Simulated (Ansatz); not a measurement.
The cell is built from the ReO3 type as a first guess.

MoI₃: DFT, PBEsol, PAW with Ansatz's default frozen-core files, scalar-relativistic (Ansatz 0.2.0).

The relaxation starts from this cell:

```
CELL_PARAMETERS angstrom
5.11065 0.00000 0.00000
0.00000 5.11065 0.00000
0.00000 0.00000 5.11065
ATOMIC_POSITIONS crystal
Mo 0.00000 0.00000 0.00000
I 0.50000 0.00000 0.00000
I 0.00000 0.50000 0.00000
I 0.00000 0.00000 0.50000
```

Output:

```
Engine: ansatz 0.2.0
Pseudopotentials: kind: paw
Pseudopotential: Mo, paw, valence charge 14, recommended cutoff 420 eV (normal)
Pseudopotential: I, paw, valence charge 17, recommended cutoff 420 eV (normal)
Functional definition: PBEsol
  exchange = pbesol_x
  correlation = pbesol_c
Crystal: 4 atoms, lattice volume = 133.484 Å³
Basis set: ecut = 420 eV, 2553 PW (Γ), exchange–correlation on 72×72×72 points (8 copies of the dense FFT grid, shifted against one another)
Bands: 39, of which v1, the nominal top of the filled ones, is band 33 counted from 1 (32 counted from 0)
Symmetry: 48 space group operations
Space group: Pm-3m (ITA 221), of the structure as read, at distance tolerance 5.1e-5 Å
k-points: 20 of 343
Non-local potential: Mo, projectors of the file, l = 0: 3, l = 1: 2, l = 2: 2, l = 3: 1
Non-local potential: I, projectors of the file, l = 0: 2, l = 1: 2, l = 2: 2, l = 3: 2
PAW form: soft (Blöchl's): semilocal exchange-correlation on the pseudo side does not see the compensation charge
PAW frozen core: Mo, regenerated for the run's functional, and the local potential with it (the file was generated under x = pbe(κ = 0.804, μ = 0.2195149727645171), c = pbe(β = 0.06672455060314922))
PAW frozen core: I, regenerated for the run's functional, and the local potential with it (the file was generated under x = pbe(κ = 0.804, μ = 0.2195149727645171), c = pbe(β = 0.06672455060314922))
PAW one-centre angular grid: Mo, 590 points (default); XC on 64 Gauss nodes
PAW one-centre angular grid: I, 590 points (default); XC on 64 Gauss nodes
Initial density: superposition of atomic densities (neutral atoms: chi_scale 0, normalization atom), corrected by the library's trained network
Initial wavefunctions: pseudopotential atomic-orbital guess
Functional: x = pbesol(κ = 0.804, μ = 0.12345679012345678), c = pbesol(β = 0.046)
SCF iter   1: F=—  HF=-27192.200607 eV  |F-HF|=—  |Δ(HF+E_count)|=         —  Δρ=3.79e-3  dr2=3.12e-2  ethr=1.77e-3  ⟨swp⟩=8.2  Hψ=3573  notcnv=0  defer=3
preconditioner: auto → LDOS  [insulator: Δε(μ)=0.284 eV  Ē_g=8.999 eV  σ=0.080 eV  W_gap=0.62  n_scr=26 (ndim 8)  ℏωp=16.7 eV  f_vac=0.213  D(μ)=3.42/eV (n_scr^D=26)  ε∞_Penn≈4.4  β→1.0]
SCF iter   2: F=—  HF=-27192.198131 eV  |F-HF|=—  |Δ(HF+E_count)|=   2.48e-3  Δρ=1.29e-3  dr2=2.55e-3  ethr=4.80e-5  ⟨swp⟩=2.2  Hψ=1469  notcnv=0  defer=3
SCF iter   3: F=—  HF=-27192.197808 eV  |F-HF|=—  |Δ(HF+E_count)|=   3.23e-4  Δρ=5.81e-4  dr2=5.98e-4  ethr=3.92e-6  ⟨swp⟩=2.1  Hψ=1415  notcnv=0  defer=3
SCF iter   4: F=—  HF=-27192.197584 eV  |F-HF|=—  |Δ(HF+E_count)|=   2.24e-4  Δρ=1.09e-4  dr2=3.41e-5  ethr=9.20e-7  ⟨swp⟩=2.0  Hψ=1417  notcnv=0  defer=3
SCF iter   5: F=—  HF=-27192.197603 eV  |F-HF|=—  |Δ(HF+E_count)|=   1.84e-5  Δρ=1.79e-5  dr2=5.70e-7  ethr=5.24e-8  ⟨swp⟩=2.1  Hψ=1038  notcnv=0  defer=3
SCF iter   6: F=-27192.197603 eV  HF=-27192.197603 eV  |F-HF|=5.46e-10  |Δ(HF+E_count)|=   1.36e-7  Δρ=2.44e-6  dr2=5.64e-9  ethr=1.54e-10  ⟨swp⟩=5.0  Hψ=2877  notcnv=0
SCF 1 converged in 6 iterations: F = -27192.197603 eV  dr2 = 5.64e-9
  greatest PAW one-centre occupation: 0.999 electrons in one spin orbital (limit 2), on the I atom at site 1 (counted from 0), in its partial waves of l = 2
relax step   1: F+E_penalty+E_count = -27192.19760292 eV  Δ(F+E_penalty+E_count) = +0.000e0 eV  max|allowed force component| = 7.797e-29 eV/Å  Δτ_max = 0.0000 Å  P = +12.591 GPa  Ω = 133.484 Å³  (6 SCF iters, dr2 threshold 1.00e-7 eV, accepted)
Crystal: 4 atoms, lattice volume = 153.973 Å³
Basis set: ecut = 420 eV, 2969 PW (Γ), exchange–correlation on 72×72×72 points (8 copies of the dense FFT grid, shifted against one another)
Initial density: handed on by an earlier stage of this run
Initial wavefunctions: those handed on with the density
iter 1 solved again at ethr=6.50e-4 eV; its pass at ethr=3.10e-3 eV (dr2=4.22e-1 eV) is discarded
SCF iter   1: F=—  HF=-27193.149363 eV  |F-HF|=—  |Δ(HF+E_count)|=         —  Δρ=9.10e-3  dr2=4.24e-1  ethr=6.50e-4  ⟨swp⟩=1.1  Hψ=4716  notcnv=0
preconditioner: auto → LDOS  [metal: Δε(μ)=0.043 eV  Ē_g=8.459 eV  σ=0.080 eV  W_gap=0.13  n_scr=32 (ndim 8)  ℏωp=15.5 eV  f_vac=0.252  D(μ)=4.91/eV (n_scr^D=32)  β→1.0]
SCF iter   2: F=—  HF=-27193.080783 eV  |F-HF|=—  |Δ(HF+E_count)|=   6.86e-2  Δρ=5.30e-3  dr2=9.21e-2  ethr=6.50e-4  ⟨swp⟩=2.3  Hψ=874  notcnv=0
SCF iter   3: F=—  HF=-27193.068918 eV  |F-HF|=—  |Δ(HF+E_count)|=   1.19e-2  Δρ=1.45e-3  dr2=6.05e-3  ethr=1.42e-4  ⟨swp⟩=2.0  Hψ=1047  notcnv=0
SCF iter   4: F=—  HF=-27193.068044 eV  |F-HF|=—  |Δ(HF+E_count)|=   8.73e-4  Δρ=3.60e-4  dr2=2.47e-4  ethr=9.31e-6  ⟨swp⟩=2.0  Hψ=1205  notcnv=0
SCF iter   5: F=—  HF=-27193.068021 eV  |F-HF|=—  |Δ(HF+E_count)|=   2.39e-5  Δρ=6.20e-5  dr2=3.38e-6  ethr=3.80e-7  ⟨swp⟩=2.0  Hψ=1345  notcnv=0
SCF iter   6: F=—  HF=-27193.068023 eV  |F-HF|=—  |Δ(HF+E_count)|=   2.78e-6  Δρ=1.59e-5  dr2=6.11e-7  ethr=6.15e-10  ⟨swp⟩=5.0  Hψ=3186  notcnv=0
SCF iter   7: F=-27193.068023 eV  HF=-27193.068023 eV  |F-HF|=3.12e-9  |Δ(HF+E_count)|=   1.01e-7  Δρ=3.12e-6  dr2=1.12e-8  ethr=6.15e-10  ⟨swp⟩=4.3  Hψ=2502  notcnv=0
SCF 2 converged in 7 iterations: F = -27193.068023 eV  dr2 = 1.12e-8
relax step   2: F+E_penalty+E_count = -27193.06802320 eV  Δ(F+E_penalty+E_count) = -8.704e-1 eV  max|allowed force component| = 2.577e-29 eV/Å  Δτ_max = 0.0000 Å  P = +2.359 GPa  Ω = 153.973 Å³  energy of the carried Pulay correction = -2.777e-3 eV  (7 SCF iters, dr2 threshold 4.00e-7 eV, accepted)
Crystal: 4 atoms, lattice volume = 159.614 Å³
Basis set: ecut = 420 eV, 3119 PW (Γ), exchange–correlation on 72×72×72 points (8 copies of the dense FFT grid, shifted against one another)
iter 1 solved again at ethr=3.03e-5 eV; its pass at ethr=3.10e-3 eV (dr2=1.97e-2 eV) is discarded
SCF iter   1: F=—  HF=-27193.122772 eV  |F-HF|=—  |Δ(HF+E_count)|=         —  Δρ=1.95e-3  dr2=1.98e-2  ethr=3.03e-5  ⟨swp⟩=1.6  Hψ=4345  notcnv=0
preconditioner: auto → LDOS  [metal: Δε(μ)=0.007 eV  Ē_g=8.264 eV  σ=0.080 eV  W_gap=0.02  n_scr=32 (ndim 8)  ℏωp=15.3 eV  f_vac=0.252  D(μ)=5.95/eV (n_scr^D=56)  β→1.0]
SCF iter   2: F=—  HF=-27193.119979 eV  |F-HF|=—  |Δ(HF+E_count)|=   2.79e-3  Δρ=1.20e-3  dr2=5.37e-3  ethr=3.03e-5  ⟨swp⟩=1.0  Hψ=780  notcnv=0
SCF iter   3: F=—  HF=-27193.119289 eV  |F-HF|=—  |Δ(HF+E_count)|=   6.90e-4  Δρ=3.77e-4  dr2=4.68e-4  ethr=8.27e-6  ⟨swp⟩=1.9  Hψ=927  notcnv=0
SCF iter   4: F=—  HF=-27193.119234 eV  |F-HF|=—  |Δ(HF+E_count)|=   5.47e-5  Δρ=9.88e-5  dr2=2.26e-5  ethr=7.20e-7  ⟨swp⟩=2.0  Hψ=1079  notcnv=0
SCF iter   5: F=—  HF=-27193.119264 eV  |F-HF|=—  |Δ(HF+E_count)|=   2.99e-5  Δρ=1.85e-5  dr2=3.22e-7  ethr=6.15e-10  ⟨swp⟩=4.1  Hψ=3695  notcnv=0
SCF iter   6: F=-27193.119264 eV  HF=-27193.119264 eV  |F-HF|=4.05e-8  |Δ(HF+E_count)|=   1.33e-7  Δρ=4.47e-6  dr2=4.83e-8  ethr=4.96e-10  ⟨swp⟩=2.6  Hψ=2978  notcnv=0
SCF 3 converged in 6 iterations: F = -27193.119264 eV  dr2 = 4.83e-8
relax step   3: F+E_penalty+E_count = -27193.11926434 eV  Δ(F+E_penalty+E_count) = -5.124e-2 eV  max|allowed force component| = 1.040e-29 eV/Å  Δτ_max = 0.0000 Å  P = +0.647 GPa  Ω = 159.614 Å³  energy of the carried Pulay correction = -3.474e-3 eV  (6 SCF iters, dr2 threshold 4.00e-7 eV, accepted)
Crystal: 4 atoms, lattice volume = 161.856 Å³
iter 1 solved again at ethr=4.43e-6 eV; its pass at ethr=3.10e-3 eV (dr2=2.88e-3 eV) is discarded
SCF iter   1: F=—  HF=-27193.124304 eV  |F-HF|=—  |Δ(HF+E_count)|=         —  Δρ=7.26e-4  dr2=2.78e-3  ethr=4.43e-6  ⟨swp⟩=3.0  Hψ=3999  notcnv=0
preconditioner: auto → LDOS  [metal: Δε(μ)=0.011 eV  Ē_g=8.196 eV  σ=0.080 eV  W_gap=0.04  n_scr=32 (ndim 8)  ℏωp=15.2 eV  f_vac=0.254  D(μ)=6.24/eV (n_scr^D=56)  β→1.0]
SCF iter   2: F=—  HF=-27193.123924 eV  |F-HF|=—  |Δ(HF+E_count)|=   3.80e-4  Δρ=4.52e-4  dr2=7.90e-4  ethr=4.28e-6  ⟨swp⟩=1.0  Hψ=780  notcnv=0
SCF iter   3: F=—  HF=-27193.123822 eV  |F-HF|=—  |Δ(HF+E_count)|=   1.02e-4  Δρ=1.41e-4  dr2=7.10e-5  ethr=1.22e-6  ⟨swp⟩=1.8  Hψ=834  notcnv=0
SCF iter   4: F=—  HF=-27193.123849 eV  |F-HF|=—  |Δ(HF+E_count)|=   2.75e-5  Δρ=3.45e-5  dr2=2.75e-6  ethr=1.09e-7  ⟨swp⟩=2.0  Hψ=1091  notcnv=0
SCF iter   5: F=-27193.123849 eV  HF=-27193.123849 eV  |F-HF|=8.95e-9  |Δ(HF+E_count)|=   3.40e-7  Δρ=6.64e-6  dr2=4.00e-8  ethr=6.15e-10  ⟨swp⟩=5.0  Hψ=3232  notcnv=0
SCF 4 converged in 5 iterations: F = -27193.123849 eV  dr2 = 4.00e-8
relax step   4: F+E_penalty+E_count = -27193.12384911 eV  Δ(F+E_penalty+E_count) = -4.585e-3 eV  max|allowed force component| = 4.944e-29 eV/Å  Δτ_max = 0.0000 Å  P = +0.054 GPa  Ω = 161.856 Å³  energy of the carried Pulay correction = -3.744e-3 eV  (5 SCF iters, dr2 threshold 4.00e-7 eV, accepted)
Crystal: 4 atoms, lattice volume = 162.063 Å³
Basis set: ecut = 420 eV, 3191 PW (Γ), exchange–correlation on 72×72×72 points (8 copies of the dense FFT grid, shifted against one another)
iter 1 solved again at ethr=3.73e-8 eV; its pass at ethr=3.10e-3 eV (dr2=2.43e-5 eV) is discarded
SCF iter   1: F=—  HF=-27193.123830 eV  |F-HF|=—  |Δ(HF+E_count)|=         —  Δρ=6.64e-5  dr2=2.29e-5  ethr=3.73e-8  ⟨swp⟩=3.0  Hψ=3769  notcnv=0
preconditioner: auto → LDOS  [metal: Δε(μ)=0.011 eV  Ē_g=8.186 eV  σ=0.080 eV  W_gap=0.04  n_scr=32 (ndim 8)  ℏωp=15.2 eV  f_vac=0.253  D(μ)=6.30/eV (n_scr^D=56)  β→1.0]
SCF iter   2: F=—  HF=-27193.123865 eV  |F-HF|=—  |Δ(HF+E_count)|=   3.51e-5  Δρ=4.31e-5  dr2=7.21e-6  ethr=3.52e-8  ⟨swp⟩=1.0  Hψ=780  notcnv=0
SCF iter   3: F=—  HF=-27193.123860 eV  |F-HF|=—  |Δ(HF+E_count)|=   4.97e-6  Δρ=1.45e-5  dr2=6.89e-7  ethr=1.11e-8  ⟨swp⟩=1.8  Hψ=834  notcnv=0
SCF iter   4: F=—  HF=-27193.123860 eV  |F-HF|=—  |Δ(HF+E_count)|=   6.19e-8  Δρ=3.31e-6  dr2=2.46e-8  ethr=1.06e-9  ⟨swp⟩=2.0  Hψ=1084  notcnv=0
SCF iter   5: F=-27193.123860 eV  HF=-27193.123860 eV  |F-HF|=1.82e-10  |Δ(HF+E_count)|=   2.29e-9  Δρ=6.68e-7  dr2=5.28e-10  ethr=1.12e-11  ⟨swp⟩=5.0  Hψ=3122  notcnv=0
SCF 5 converged in 5 iterations: F = -27193.123860 eV  dr2 = 5.28e-10
relax step   5: F+E_penalty+E_count = -27193.12385993 eV  Δ(F+E_penalty+E_count) = -1.081e-5 eV  max|allowed force component| = 1.354e-29 eV/Å  Δτ_max = 0.0000 Å  P = +0.001 GPa  Ω = 162.063 Å³  energy of the carried Pulay correction = -3.769e-3 eV  (5 SCF iters, dr2 threshold 7.26e-9 eV, accepted)
Basis set: ecut = 420 eV, 3191 PW (Γ), exchange–correlation on 80×80×80 points (8 copies of the dense FFT grid, shifted against one another)
Initial wavefunctions: pseudopotential atomic-orbital guess (no wavefunctions were taken with the density)
iter 1 solved again at ethr=5.44e-7 eV; its pass at ethr=3.10e-3 eV (dr2=3.53e-4 eV) is discarded
SCF iter   1: F=—  HF=-27193.076066 eV  |F-HF|=—  |Δ(HF+E_count)|=         —  Δρ=1.77e-3  dr2=1.42e-4  ethr=5.44e-7  ⟨swp⟩=3.1  Hψ=5413  notcnv=0
preconditioner: auto → LDOS  [metal: Δε(μ)=0.011 eV  Ē_g=8.159 eV  σ=0.080 eV  W_gap=0.03  n_scr=32 (ndim 8)  ℏωp=15.2 eV  f_vac=0.251  D(μ)=6.31/eV (n_scr^D=56)  β→1.0]
SCF iter   2: F=—  HF=-27193.127015 eV  |F-HF|=—  |Δ(HF+E_count)|=   5.09e-2  Δρ=6.77e-5  dr2=1.61e-5  ethr=2.19e-7  ⟨swp⟩=3.4  Hψ=1472  notcnv=0
SCF iter   3: F=—  HF=-27193.127050 eV  |F-HF|=—  |Δ(HF+E_count)|=   3.48e-5  Δρ=2.53e-5  dr2=1.89e-6  ethr=2.48e-8  ⟨swp⟩=2.0  Hψ=1125  notcnv=0
SCF iter   4: F=—  HF=-27193.127059 eV  |F-HF|=—  |Δ(HF+E_count)|=   9.18e-6  Δρ=8.24e-6  dr2=2.56e-7  ethr=2.91e-9  ⟨swp⟩=2.0  Hψ=1068  notcnv=0
SCF iter   5: F=—  HF=-27193.127059 eV  |F-HF|=—  |Δ(HF+E_count)|=   6.92e-9  Δρ=3.79e-6  dr2=4.13e-8  ethr=3.93e-10  ⟨swp⟩=2.5  Hψ=1257  notcnv=0
SCF iter   6: F=—  HF=-27193.127059 eV  |F-HF|=—  |Δ(HF+E_count)|=   5.20e-9  Δρ=1.18e-6  dr2=4.46e-9  ethr=6.35e-11  ⟨swp⟩=2.8  Hψ=1466  notcnv=0
SCF iter   7: F=—  HF=-27193.127059 eV  |F-HF|=—  |Δ(HF+E_count)|=  4.29e-10  Δρ=2.32e-7  dr2=7.34e-11  ethr=6.86e-12  ⟨swp⟩=2.4  Hψ=1178  notcnv=0
SCF iter   8: F=-27193.127059 eV  HF=-27193.127059 eV  |F-HF|=1.09e-11  |Δ(HF+E_count)|=  1.46e-10  Δρ=3.14e-8  dr2=1.79e-12  ethr=1.00e-12  ⟨swp⟩=4.9  Hψ=2789  notcnv=0
SCF 6 converged in 8 iterations: F = -27193.127059 eV  dr2 = 1.79e-12
  greatest PAW one-centre occupation: 0.999 electrons in one spin orbital (limit 2), on the I atom at site 2 (counted from 0), in its partial waves of l = 2
relax step   6: F+E_penalty+E_count = -27193.12705889 eV  Δ(F+E_penalty+E_count) = -3.199e-3 eV  max|allowed force component| = 7.560e-30 eV/Å  Δτ_max = 0.0000 Å  P = +0.017 GPa  Ω = 162.063 Å³  stress off target by 1.74e-2 GPa  SCF on the basis re-selected at this cell (its energy is not comparable with the rows above)  (8 SCF iters)
basis re-selected at this cell: Δ(F+E_penalty+E_count) = -3.199e-3 eV, ΔP = +0.016 GPa vs the last step (what re-selecting the basis moved, of the pressure what is left beyond the Pulay correction that the steps carried, after the strain that the cell walked since its last selection, with what the two solves' SCF thresholds leave and, on support functions, any second-order correction that the steps lacked; it is no measure of the basis error at this ecutwfc). The dense FFT grid was sized anew with the basis: this SCF ran on 40×40×40 points, the steps before it on 36×36×36, so part of this shift can come from that change (see relax.cell in the input reference). This SCF's stress stands 1.74e-2 GPa from its target on what of the cell is left free (relax.cell.stress_tol is 5.00e-2 GPa) and its largest allowed force component is 7.56e-30 eV/Å (relax.f_tol is 5.00e-3 eV/Å): within both
SCF converged after 8 iterations
Free energy (F): -27193.127059 eV
Harris-Foulkes:  -27193.127059 eV  (|F-HF|=1.09e-11)
Internal energy: -27192.992137 eV  (E = F + TS)
E sigma→0 (E₀):  -27193.059598 eV
Entropy (-TS):   -0.134922 eV (-33.730 meV/atom)
Fermi energy:    5.966575 eV
--- Per-component energies (eV) ---
  E_band       = -1446.375949
  E_kinetic    = 1008.782708
  E_local      = -9013.714453  (includes V_loc(G=0)·N_el)
  E_nonlocal   = -118.263899
  E_hartree    = 4342.507696
  E_xc         = -560.830246
  E_vxc        = -609.748349  (∫ρ·V_xc dr)
  E_paw        = -17355.226392  (= ΣΔE_a)
  E_vpaw       = -1398.447338  (= ΣTr[D̂ρ^β])
  E_aug_tail   = 0.000057  (compensation charges beyond the density's cutoff)
  E_ewald      = -5497.693334
  E_core_change = 1.445726  (= ΣΔE_core)
  E_smearing   = -0.134922  (= −TS)
  E_closure    = 0.000000  (closes the sum)
  Σ components = -27193.127059   (vs F -27193.127059, Δ=0.00e0)
--- Forces (eV/Å), atoms counted from 1 ---
  atom   1  Mo    -0.00000000    -0.00000000    -0.00000000
  atom   2  I      0.00000000    -0.00000000     0.00000000
  atom   3  I     -0.00000000    -0.00000000    -0.00000000
  atom   4  I      0.00000000     0.00000000     0.00000000
  max |Σ_I F_I| component: 7.63e-30 eV/Å
--- Stress (GPa, compression-positive) ---
        0.017353      -0.000000       0.000000
       -0.000000       0.017353       0.000000
        0.000000       0.000000       0.017353
  P = ⅓ Tr σ = 0.0174 GPa (0.174 kbar)
--- Relaxed structure (5 steps of the walk, 5 accepted, 1 SCFs on fresh bases) ---
  F+E_penalty+E_count = -27193.12705889 eV   max|allowed force component| = 7.560e-30 eV/Å   (the final SCF, on the basis selected at the relaxed cell)
  cell:  # Å, volume = 162.0631 Å³
    - [5.452069188363066, 3.184806027827851e-33, -1.2919780043597707e-33]
    - [3.826782675956929e-33, 5.452069188363066, -6.419766481290786e-35]
    - [-1.2919780043597707e-33, -6.419766481290786e-35, 5.452069188363066]
  atoms:
    - { symbol: Mo, position: [3.22831625612127e-33, -6.217963217042749e-34, 1.3189618945242253e-34] }
    - { symbol: I, position: [0.5, 7.348501983777548e-34, -3.1403854631531686e-35] }
    - { symbol: I, position: [-1.708369691955193e-33, 0.5, -3.1403854631531686e-35] }
    - { symbol: I, position: [-1.733492775660346e-33, -1.9470389871551836e-34, 0.5] }
```

Spin polarisation is left out, and whether a magnetic state lies lower isn't shown here.
